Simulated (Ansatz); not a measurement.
Al (fcc (Cu type), Fm-3m), a = b = c = 4.0140 Å, α = β = γ = 90.00°; the cell used has 1 atom.

This is the PBEsol-relaxed structure.

Q: All from PBEsol (plane waves, PAW; program Ansatz), unless another level is named. Predict the Young's modulus.

A: 86.8 GPa.

Q: And the elastic constants (relaxed ions, GPa)?

A: C11 = 119, C12 = 64.1, C44 = 36.7.

The cell was relaxed with PBEsol under the symmetry of its start. As this level gives no gap, shear constants depend on the k-mesh and smearing (Fermi–Dirac, 0.1 eV here).

Potentials: the earlier of the program's two PAW sets. The files were generated under PBE; for other functionals the program regenerates the frozen cores, and for LDA and PBEsol the local potential too.
